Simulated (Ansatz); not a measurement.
CsSnI3 (cubic perovskite)

```yaml
crystal:
  lattice:
    - [6.27122, 0.00000, 0.00000]
    - [0.00000, 6.27122, 0.00000]
    - [0.00000, 0.00000, 6.27122]
  atoms:
    - { symbol: Cs, position: [0.00000, 0.00000, 0.00000] }
    - { symbol: Sn, position: [0.50000, 0.50000, 0.50000] }
    - { symbol: I, position: [0.00000, 0.50000, 0.50000] }
    - { symbol: I, position: [0.50000, 0.50000, 0.00000] }
    - { symbol: I, position: [0.50000, 0.00000, 0.50000] }
```

The slice is a {110} plane (indices of the conventional cell) through the point (0.500, 0.000, 0.500) (fractional), spanned by u = [100] and v = [011] in vectors of this cell: u (6.27 Å) and v (8.87 Å, at 90° to u). It covers one period; positions are fractions (u, v).

Level of theory: PBE (plane waves to 420 eV, PAW, scalar-relativistic; Ansatz, a program for electronic structure). k mesh 6×6×6. These are valence fields of a PAW run, semicore shells included where kept as valence: close to a nucleus they are smooth pseudo fields. CsSnI3 was relaxed with its symmetry unable to fall. Spin-orbit coupling is left out, though I is heavy. The PAW data are Ansatz's earlier set. This is a high-temperature form of CsSnI3.

Task: Sketch the electrostatic potential energy of an electron, from the cell's mean on this plane as a map.

Result: 
```
|xxxxxx  ##@@@@@@@@@@@@@@@@##  xxxx|
|xxxx  ==%%@@@@@@@@@@@@@@@@%%==  xx|
|    ==##@@@@@@@@@@@@@@@@@@@@##==  |
|**##%%@@@@@@@@@@@@@@@@@@@@@@@@%%##|
|@@@@@@@@@@@@@@%%%%%%%%@@@@@@@@@@@@|
|@@@@@@@@@@@@@@%%%%%%%%@@@@@@@@@@@@|
|@@@@@@@@@@@@@@%%%%%%%%@@@@@@@@@@@@|
|**##%%@@@@@@@@@@@@@@@@@@@@@@@@%%##|
|    ==##@@@@@@@@@@@@@@@@@@@@##==  |
|xxxx  ==%%@@@@@@@@@@@@@@@@%%==  xx|
|xxxxxx  ##@@@@@@@@@@@@@@@@##  xxxx|
|xxxxxx  ##@@@@@@@@@@@@@@@@##  xxxx|
|xxxxxx  ##@@@@@@@@@@@@@@@@##  xxxx|
|xxxx  ==%%@@@@@@@@@@@@@@@@%%==  xx|
|    ==##@@@@@@@@@@@@@@@@@@@@##==  |
|**##%%@@@@@@@@@@@@@@@@@@@@@@@@%%##|
|@@@@@@@@@@@@@@%%%%%%%%@@@@@@@@@@@@|
|@@@@@@@@@@@@@@%%%%%%%%@@@@@@@@@@@@|
|@@@@@@@@@@@@@@%%%%%%%%@@@@@@@@@@@@|
|**##%%@@@@@@@@@@@@@@@@@@@@@@@@%%##|
|    ==##@@@@@@@@@@@@@@@@@@@@##==  |
|xxxx  ==%%@@@@@@@@@@@@@@@@%%==  xx|
|xxxxxx  ##@@@@@@@@@@@@@@@@##  xxxx|
|xxxxxx  ##@@@@@@@@@@@@@@@@##  xxxx|
```
Scale: ten equal steps from -3.00 (start of ' ') to 5.13 (end of '@'), in the order ' .:-=+*#%@'. Values: electrostatic potential energy of an electron, from the cell's mean, in eV. The map has 17 points along u (two characters each, u = 0 at the left) and 24 along v (v = 0 in the bottom row). Points within 1 Å of a nucleus are blanked (x), as the pseudised field means little there. Values under -3 eV are set to -3. The zero, the cell's mean, hangs on the PAW cores.
